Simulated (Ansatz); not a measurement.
W₂N:
```xyz
3
Lattice="2.8184 0.0000 0.0000 -1.4092 2.4408 0.0000 0.0000 0.0000 5.3871" Properties=species:S:1:pos:R:3 pbc="T T T"
N      0.0000     0.0000     0.0000
W      0.0000     1.6272     1.4498
W      1.4092     0.8136     3.9374
```

Relaxed with PBE. Special points in fractions of this cell's reciprocal vectors: Γ (0.000, 0.000, 0.000); M (0.500, 0.000, 0.000); K (0.333, 0.333, 0.000); A (0.000, 0.000, 0.500); L (0.500, 0.000, 0.500); H (0.333, 0.333, 0.500).

List the band energies nearest the Fermi level at these points for PBE in the plane-wave PAW code Ansatz.

In eV from the Fermi level; about four levels below and three above (degenerate sets whole), none deeper than 8.9 eV; points with the same levels are listed once.

| k | below | above |
|---|---|---|
| Γ | -1.27 -1.27 -0.01 -0.01 | 0.83 0.83 4.79 4.79 |
| M | -5.51 -3.36 -2.05 -1.30 | 2.29 2.36 3.29 |
| K | -3.21 -3.21 -0.08 -0.08 | 0.36 2.06 3.15 3.15 |
| A | -3.59 -1.56 -1.56 -0.72 | 0.78 0.78 1.88 1.88 |
| L | -3.25 -2.60 -1.96 -0.03 | 2.60 4.00 4.28 |
| H | -3.67 -2.72 -2.72 -0.50 | 1.04 1.04 2.36 2.36 |

Space group P-3m1 (anti-CdI2 type). A made-up cell: these elements were put on the sites of a structure type; neither database checked (COD, Materials Project) lists it. Its standing as an ambient phase is unchecked. The cell was relaxed with PBE under the symmetry of its start; its stability against distortions is not shown here. The run is not spin-polarised. With an odd number of electrons in the cell and no spin polarisation, the count alone makes it a metal. Spin–orbit coupling is left out wherever it is not named.

Potentials: the later of the program's two PAW sets.
